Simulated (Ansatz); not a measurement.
Put Al₂O in Fmmm (No. 69): Al on 8d; O on 4a.

Computed with DFT PBE, scalar-relativistic, plane waves, PAW in Ansatz 0.2.0. Cutoff 420 eV, Γ-centred mesh, Gaussian smearing, no spin polarisation.

Energies over the elements count from the elements' standard structures at the same level (O₂ as a molecule), with no fitted energy shifts.

Task: Give the relaxed lattice parameters and positions.

Result:

Space group Fmmm (No. 69). a = 5.005 Å, b = 5.928 Å, c = 6.254 Å, α = 90.00°, β = 90.00°, γ = 90.00°
```json
{"atom": "Al", "site": "8d", "symmetry": ".2/m.", "x": "0.7500", "y": "0.0000", "z": "0.2500"}
{"atom": "O", "site": "4a", "symmetry": "mmm", "x": "0.0000", "y": "0.0000", "z": "0.0000"}
```

Al is surrounded by 2 O at 2.00 Å and 2 Al at 2.50 Å; O has 4 Al at 2.00 Å. Another local minimum with the same sites may exist.

Task: Where does its energy lie, and is it a metal?

Result: The energy over the elements is −0.62 eV/atom. The gap on the 14×14×14 mesh of the 3-atom cell is 0 eV (a metal).

The last run used Gaussian smearing of 0.10 eV. A structure relaxed within its symmetry needn't be a true minimum. Another cell of Al2O relaxed alike, in P4/mmm, lies 0.40 eV/atom lower, so this cell isn't the stable form at this level.
